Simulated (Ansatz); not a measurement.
The calculation used DFT PBE, scalar-relativistic, plane waves, PAW in Ansatz 0.2.0. Settings: cutoff 420 eV, Γ-centred meshes spaced at most about 0.3 Å⁻¹, and about 0.25 Å⁻¹ or finer for metals (2π included), Gaussian smearing. Collinear spin in cells that started with moments and kept them past the coarse steps, no spin elsewhere.

Temperature and zero-point effects are left out.

Two relaxed structures of Ni2Pt:

A. (site moments Ni 0.8 (×2); Pt 0.2 μB)

Space group P-3m1 (No. 164). a = 2.665 Å, b = 2.665 Å, c = 6.261 Å, α = 90.00°, β = 90.00°, γ = 120.00°
| atom | site | symmetry | x | y | z |
| --- | --- | --- | --- | --- | --- |
| Ni | 2d | 3m. | 0.3333 | 0.6667 | 0.6526 |
| Pt | 1a | -3m. | 0.0000 | 0.0000 | 0.0000 |

B. (site moments Ni -0.8 (×4); Pt -0.2 (×2) μB)

Space group P6_3/mmc (No. 194). a = 2.670 Å, b = 2.670 Å, c = 12.523 Å, α = 90.00°, β = 90.00°, γ = 120.00°
| atom | site | symmetry | x | y | z |
| --- | --- | --- | --- | --- | --- |
| Ni | 4f | 3m. | 0.3333 | 0.6667 | 0.9238 |
| Pt | 2c | -6m2 | 0.3333 | 0.6667 | 0.2500 |

Task: Which form is favoured at zero pressure, and by what margin per atom?

Result: A is lower, by 37 meV/atom. A has Ni and Pt ordered on fcc sites, space group P-3m1 (No. 164), 12.8 Å³/atom and no gap on its mesh; B has Ni and Pt ordered on hcp sites, space group P6_3/mmc (No. 194), 12.9 Å³/atom and no gap. In A, Ni has 3 Ni at 2.45 Å, 3 Pt at 2.66 Å and 6 Ni at 2.67 Å; around Pt lie 6 Ni at 2.66 Å and 6 Pt at 2.67 Å. In B, around Ni lie 3 Ni at 2.45 Å, 3 Pt at 2.67 Å and 6 Ni at 2.67 Å; around Pt lie 6 Ni at 2.67 Å and 6 Pt at 2.67 Å. Both come from invented guesses.

Spin–orbit coupling, which can matter for Pt, is left out. The magnetic state reached may not be the lowest. Cells relaxed within their symmetry can be saddle points. Some types were kept out of the candidates beforehand, so the set may lack a known form.
